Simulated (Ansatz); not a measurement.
A geometry of NbRu away from equilibrium: the start of the relaxation of a relaxed NbRu cell shaken by Gaussian noise of σ = 0.08 Å a coordinate. Calculation: PBE (plane waves to 420 eV, PAW, scalar-relativistic; Ansatz, a quantum-chemistry and plane-wave program). Γ-centred k-mesh 9×9×4 on the run's cell (coarser than for final values), Fermi–Dirac smearing 0.05 eV.

```xyz
8
Lattice="4.2492 0.0000 0.0000 -2.1246 3.6799 0.0000 0.0000 0.0000 10.0153" Properties=species:S:1:pos:R:3:forces:R:3 pbc="T T T" free_energy=-41720.279 pressure_GPa=0.6
Nb    -0.0891    -0.1621     9.2916    0.5296    0.7812    1.3055
Nb    -0.0040     0.0103     4.5035    0.3602    0.3467   -2.4298
Nb    -0.0267     2.4611     2.4044    0.7135   -0.5042    0.3662
Nb     2.1020     1.2319     7.5263    0.2230   -1.2385   -0.4181
Ru     0.0737    -0.0720     1.7547   -0.2851    0.6378    1.5388
Ru     0.0128    -0.0649     6.9014   -0.1744    0.5842    0.7584
Ru     0.0773     2.5070     5.1400   -0.6245   -0.4308   -0.0103
Ru     2.2469     1.1528     0.2817   -0.7424   -0.1765   -1.1108
```

Positions in Å, forces in eV/Å, free energy of the cell in eV (comparable only within this code, potentials and settings). Largest force: 2.48 eV/Å, on Nb2 (atoms numbered as listed); the geometry lies 0.69 eV/atom above the end of its relaxation.

No spin polarisation in the result.

The end of the path is a generated cell of NbRu: the first start was made by placing the elements on the sites of a structure type, and the end was not matched to a known phase here, so it may be hypothetical.
